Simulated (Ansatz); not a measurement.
Here is the system:

TaSi2:
```xyz
9
Lattice="4.7619 0.0000 0.0000 -2.3810 4.1240 0.0000 0.0000 0.0000 6.5531" Properties=species:S:1:pos:R:3 pbc="T T T"
Si     0.0000     1.3122     3.2765
Si     3.6255     0.6561     5.4609
Si     1.2445     3.4678     1.0922
Si     2.3810     2.8117     3.2765
Si    -1.2445     3.4678     5.4609
Si     1.1364     0.6561     1.0922
Ta     2.3810     0.0000     3.2765
Ta     1.1905     2.0620     5.4609
Ta    -1.1905     2.0620     1.0922
```

This is the PBEsol-relaxed structure. x, y and z are the axes in which the lattice vectors are written.

All from PBEsol in the plane-wave PAW code Ansatz, unless another level is named. Predict the Poisson's ratio.

0.19.

Give the highest zone-centre frequency.

50.9 meV.

Next, the elastic constants (relaxed ions, GPa)?

C11 = 383, C12 = 79.6, C13 = 94.4, C33 = 481, C44 = 141.

Space group P6_222. The PBEsol relaxation kept the symmetry of its start. The run is not spin-polarised. As this level gives no gap, shear constants depend on the k-mesh and smearing (Fermi–Dirac, 0.1 eV here). On the denser mesh and wider smearing of the elastic run this cell carries a stress of 0.4 GPa. Spin–orbit coupling is left out wherever it is not named.

Potentials: the later of the program's two PAW sets.
